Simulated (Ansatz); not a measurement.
ScCo (CsCl type, Pm-3m) under volume change, DFT-PBEsol in the program Ansatz with PAW potentials, scaled uniformly.

```tsv
V (Å³/atom)	E − E(relaxed) (meV/atom)	P (GPa)
13.184	57.0	15.15
13.619	24.0	9.31
14.053	5.7	4.31
14.488	0.0	0.01
14.923	5.1	-3.69
15.357	19.5	-6.87
15.792	42.0	-9.60
```

Q: What does a third-order Birch–Murnaghan fit give for V₀, B₀ and B′?

A: V₀ = 14.49 Å³/atom, B₀ = 133 GPa, B′ = 4.0.

The workflow started from an entry of the Crystallography Open Database (COD). Whether it is the stable phase at ambient conditions was not checked. The PBEsol relaxation kept the symmetry of its start; of distortions, only those at the zone centre were tested. The workflow began spin-polarised and lost its moments.

Potentials: the later of the program's two PAW sets.
